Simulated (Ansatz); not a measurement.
A relaxation computed with Ansatz, from input to last step.

```yaml
crystal:
  lattice:
    - [-3.0424928799, 3.0424928799, 3.045260756]
    - [3.0424928799, -3.0424928799, 3.045260756]
    - [3.0424928799, 3.0424928799, -3.045260756]
  atoms:
    - { symbol: Re, position: [0.1666666667, 0.6666666667, 0.5] }
    - { symbol: Re, position: [0.6666666667, 0.1666666667, 0.5] }
    - { symbol: P, position: [0.2523050206, 0.5111385392, 0.2588335186] }
    - { symbol: P, position: [0.2523050206, 0.993471502, 0.7411664814] }
    - { symbol: P, position: [0.5111385392, 0.2523050206, 0.2588335186] }
    - { symbol: P, position: [0.993471502, 0.2523050206, 0.7411664814] }
basis:
  ecutwfc: 420
kpoints:
  mp_grid: { grid: [4, 4, 4] }
hamiltonian:
  xc: pbe
scf:
  occupations: { method: gaussian, width: 0.1 }
  lower_state_search: "off"
output:
  forces: true
  stress: true
  eigenvalues: true
relax:
  adjacent_minimum: "off"
  f_tol: 0.04
  max_steps: 70
  cell: { stress_tol: 0.4 }
```

```bash
ansatz run input.yaml --threads 1 --pin off --max-ram 2560MiB --backend cpu --events-out ev --progress --plain --runs-dir out
```

Level of theory: DFT PBE, scalar-relativistic, plane waves, PAW in Ansatz.

Of 10 frames 9 are shown, positions in Å and forces in eV/Å; the SCF threshold varies from step to step. Steps run on the plane waves of an earlier cell, with a Pulay correction in the pressure. The basis is chosen afresh for the last frame, the zero of the energies, and at times for earlier ones too; energy and pressure step there, also at an unchanged geometry. Here that happened at step 8 (-7 meV/atom, 0.4 GPa); the frames before carry an error of that size.

```xyz
6
Lattice="-3.0425 3.0425 3.0453 3.0425 -3.0425 3.0453 3.0425 3.0425 -3.0453" Properties=species:S:1:pos:R:3:forces:R:3 pbc="T T T" step=1 free_energy_over_end_meV_per_atom=8508.45 pressure_GPa=149.17
Re    3.0425    0.0000    1.0151    0.0000    0.0000  -35.8320
Re    0.0000    3.0425    1.0151    0.0000    0.0000  -35.8320
P     1.5750    0.0000    1.5367  -45.1677    0.0000   17.9160
P     4.5100    0.0000    1.5367   45.1677    0.0000   17.9160
P     0.0000    1.5750    1.5367    0.0000  -45.1677   17.9160
P     0.0000    4.5100    1.5367    0.0000   45.1677   17.9160
6
Lattice="-3.1637 3.1637 3.0541 3.1637 -3.1637 3.0541 3.1637 3.1637 -3.0541" Properties=species:S:1:pos:R:3:forces:R:3 pbc="T T T" step=2 free_energy_over_end_meV_per_atom=2497.75 pressure_GPa=52.50
Re    3.1637    0.0000    0.8694    0.0000    0.0000  -15.5081
Re    0.0000    3.1637    0.8694    0.0000    0.0000  -15.5081
P     1.4524    0.0000    1.6154   -8.5125    0.0000    7.7542
P     4.8750    0.0000    1.6154    8.5125    0.0000    7.7542
P     0.0000    1.4524    1.6154    0.0000   -8.5125    7.7542
P     0.0000    4.8750    1.6154    0.0000    8.5125    7.7542
6
Lattice="-3.2102 3.2102 3.0654 3.2102 -3.2102 3.0654 3.2102 3.2102 -3.0654" Properties=species:S:1:pos:R:3:forces:R:3 pbc="T T T" step=3 free_energy_over_end_meV_per_atom=1055.28 pressure_GPa=21.47
Re    3.2102    0.0000    0.6766    0.0000    0.0000   -9.6507
Re    0.0000    3.2102    0.6766    0.0000    0.0000   -9.6507
P     1.4746    0.0000    1.7194   -0.9640    0.0000    4.8254
P     4.9459    0.0000    1.7194    0.9640    0.0000    4.8254
P     0.0000    1.4746    1.7194    0.0000   -0.9640    4.8254
P     0.0000    4.9459    1.7194    0.0000    0.9640    4.8254
6
Lattice="-3.2089 3.2089 3.0163 3.2089 -3.2089 3.0163 3.2089 3.2089 -3.0163" Properties=species:S:1:pos:R:3:forces:R:3 pbc="T T T" step=4 free_energy_over_end_meV_per_atom=302.37 pressure_GPa=12.07
Re    3.2089    0.0000    0.4677    0.0000    0.0000   -4.8987
Re    0.0000    3.2089    0.4677    0.0000    0.0000   -4.8987
P     1.5292    0.0000    1.7909    0.2245    0.0000    2.4493
P     4.8886    0.0000    1.7909   -0.2245    0.0000    2.4493
P     0.0000    1.5292    1.7909    0.0000    0.2245    2.4493
P     0.0000    4.8886    1.7909    0.0000   -0.2245    2.4493
6
Lattice="-3.3610 3.3610 2.9381 3.3610 -3.3610 2.9381 3.3610 3.3610 -2.9381" Properties=species:S:1:pos:R:3:forces:R:3 pbc="T T T" step=5 free_energy_over_end_meV_per_atom=20.79 pressure_GPa=2.43
Re    3.3610    0.0000    0.3444    0.0000    0.0000   -0.3368
Re    0.0000    3.3610    0.3444    0.0000    0.0000   -0.3368
P     1.6436    0.0000    1.8001   -0.3729    0.0000    0.1684
P     5.0784    0.0000    1.8001    0.3729    0.0000    0.1684
P     0.0000    1.6436    1.8001    0.0000   -0.3729    0.1684
P     0.0000    5.0784    1.8001    0.0000    0.3729    0.1684
6
Lattice="-3.4090 3.4090 2.9116 3.4090 -3.4090 2.9116 3.4090 3.4090 -2.9116" Properties=species:S:1:pos:R:3:forces:R:3 pbc="T T T" step=6 free_energy_over_end_meV_per_atom=10.02 pressure_GPa=0.39
Re    3.4090    0.0000    0.3387    0.0000    0.0000   -0.2244
Re    0.0000    3.4090    0.3387    0.0000    0.0000   -0.2244
P     1.6689    0.0000    1.7851   -0.3093    0.0000    0.1122
P     5.1491    0.0000    1.7851    0.3093    0.0000    0.1122
P     0.0000    1.6689    1.7851    0.0000   -0.3093    0.1122
P     0.0000    5.1491    1.7851    0.0000    0.3093    0.1122
6
Lattice="-3.4214 3.4214 2.8891 3.4214 -3.4214 2.8891 3.4214 3.4214 -2.8891" Properties=species:S:1:pos:R:3:forces:R:3 pbc="T T T" step=7 free_energy_over_end_meV_per_atom=7.22 pressure_GPa=-0.21
Re    3.4214    0.0000    0.3298    0.0000    0.0000    0.0016
Re    0.0000    3.4214    0.3298    0.0000    0.0000    0.0016
P     1.6618    0.0000    1.7744   -0.0223    0.0000   -0.0008
P     5.1810    0.0000    1.7744    0.0223    0.0000   -0.0008
P     0.0000    1.6618    1.7744    0.0000   -0.0223   -0.0008
P     0.0000    5.1810    1.7744    0.0000    0.0223   -0.0008
6
Lattice="-3.4214 3.4214 2.8891 3.4214 -3.4214 2.8891 3.4214 3.4214 -2.8891" Properties=species:S:1:pos:R:3:forces:R:3 pbc="T T T" step=8 free_energy_over_end_meV_per_atom=0.29 pressure_GPa=0.22
Re    3.4214    0.0000    0.3298    0.0000    0.0000    0.0017
Re    0.0000    3.4214    0.3298    0.0000    0.0000    0.0017
P     1.6618    0.0000    1.7744   -0.0238    0.0000   -0.0008
P     5.1810    0.0000    1.7744    0.0238    0.0000   -0.0008
P     0.0000    1.6618    1.7744    0.0000   -0.0238   -0.0008
P     0.0000    5.1810    1.7744    0.0000    0.0238   -0.0008
6
Lattice="-3.4300 3.4300 2.8793 3.4300 -3.4300 2.8793 3.4300 3.4300 -2.8793" Properties=species:S:1:pos:R:3:forces:R:3 pbc="T T T" step=10 free_energy_over_end_meV_per_atom=0.00 pressure_GPa=0.07
Re    3.4300    0.0000    0.3288    0.0000    0.0000   -0.0002
Re    0.0000    3.4300    0.3288    0.0000    0.0000   -0.0002
P     1.6648    0.0000    1.7684   -0.0080    0.0000    0.0001
P     5.1953    0.0000    1.7684    0.0080    0.0000    0.0001
P     0.0000    1.6648    1.7684    0.0000   -0.0080    0.0001
P     0.0000    5.1953    1.7684    0.0000    0.0080    0.0001
```

The start is a random arrangement. At the end the space group is I4/mmm (tolerance 0.05 Å).

It took 46 s on 1 thread of Arm Neoverse V2, on a shared host, peak memory 0.36 GiB.

The k mesh is coarse. Spin–orbit coupling is left out, which can shift energies with elements as heavy as these.